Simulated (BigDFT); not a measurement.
Worked example: self-consistent single point of Zn(Br) (BrZn) in BigDFT.

Computed with PBE, Daubechies wavelet basis, HGH (Krack) norm-conserving potentials made for PBE, isolated boundary conditions (BigDFT).

```xyz
2

Zn    -0.8080    -0.6068    -0.6884
Br     0.8080     0.6068     0.6884
```
Charge 0, spin multiplicity 2.

Reference input (self-consistent single point, DFT, PBE, Daubechies wavelet basis, HGH (Krack) norm-conserving potentials made for PBE, isolated boundary conditions): basis = Daubechies wavelets; dft.hgrids = 0.363 bohr; dft.rmult = 7 8; dft.ixc = 11; dft.nspin = 2; dft.mpol = 1; potentials = built-in HGH-K PBE; boundary_conditions = free; dft.gnrm_cv = 1e-04; dft.itermax = 80; dft.idsx = 6; dft.nrepmax = 3. This run's input differs from it in these lines:

```diff
@@ -2,4 +2,4 @@
 dft:
-  hgrids: 0.363
-  rmult: [7, 8]
+  hgrids: 0.58
+  rmult: [3.5, 5]
   ixc: 11
```

The program printed (abridged):

```
  #------------------------------------------------------------------- Self-Consistent Cycle
 Ground State Optimization:
 - Hamiltonian Optimization: &itrp001
   - Subspace Optimization: &itrep001-01
       Wavefunctions Iterations:
 Calculating wavelets expansion of projectors. Found warnings:  5,
  #WARNING: Projectors too rough: Consider modifying hgrid and/or the localisation radii.
 iter:  1, EKS: -6.99574333755861630E+01, gnrm:  8.94E-01, D:  1.24E-01,
 Calculating wavelets expansion of projectors. Found warnings:  5,
  #WARNING: Projectors too rough: Consider modifying hgrid and/or the localisation radii.
   [... lines left out ...]
  #WARNING: Projectors too rough: Consider modifying hgrid and/or the localisation radii.
 iter:  30, EKS: -7.08171838971553029E+01, gnrm:  1.07E-04, D: -6.54E-07,
 Calculating wavelets expansion of projectors. Found warnings:  5,
  #WARNING: Projectors too rough: Consider modifying hgrid and/or the localisation radii.
 iter:  31, EKS: -7.08171843325162769E+01, gnrm:  8.99E-05, D: -4.35E-07,
       -  &FINAL001  { #---------------------------------------------------------- iter: 32
 Calculating wavelets expansion of projectors. Found warnings:  5,
  #WARNING: Projectors too rough: Consider modifying hgrid and/or the localisation radii.
 iter:  32, EKS: -7.08171844627294718E+01, gnrm:  8.99E-05, D: -1.30E-07,  #FINAL
       Total magnetization             :  1.000000
        #Eigenvalues and New Occupation Numbers
       Orbitals: [
   [... 7 lines left out ...]
 Last Iteration                        : *FINAL001
  #---------------------------------------------------------------------- Forces Calculation
 Total electronic charge               :  18.999410792329
 Electric Dipole Moment (AU):
   P vector                            :  [ -5.640528E-01, -4.102404E-01, -5.052109E-01 ]
   norm(P)                             :  8.61214741E-01
 Electric Dipole Moment (Debye):
   P vector                            :  [ -1.433679E+00, -1.042727E+00, -1.284118E+00 ]
   norm(P)                             :  2.18898932E+00
   [... lines left out ...]
  #-------------------------------- Warnings obtained during the run, check their relevance!
 WARNINGS:
 BigDFT infocode                       :  0
   [... lines left out ...]
  #-------------------------------------------------------------------- Atomic Forces (Ha/Bohr)
 Atomic Forces (Ha/Bohr):
 -  {Zn: [ 7.543520978188E-01,  5.665109566292E-01,  6.426930496763E-01]} # 0001
 -  {Br: [-7.543520978188E-01, -5.665109566292E-01, -6.426930496763E-01]} # 0002
 Energy (Hartree)                      : -7.08171844627294718E+01
 Force Norm (Hartree/Bohr)             :  1.61433336555168583E+00
```

The run converged in 32 iterations. Against the reference run the free energy goes up by 41.8 eV/atom and the largest force goes from 0.853 to 58.70 eV/Å.

The grid can part forces that symmetry would make equal. Forces above 1 eV/Å remain at this geometry. This run is one point of a test of settings, so its values need not be converged; read them against the reference run alone. The geometry comes from a cheaper method or was typed, in some cases with atoms then moved at random; it is not relaxed at this level, and the species need not be a known compound. A coarse multiplier of 5 or less cuts the tails of heavy atoms' orbitals, which raises levels. At such grid spacings the totals of these hard atoms are unconverged, and differences carry grid noise.

Cost on one core: roughly 23 core-seconds.
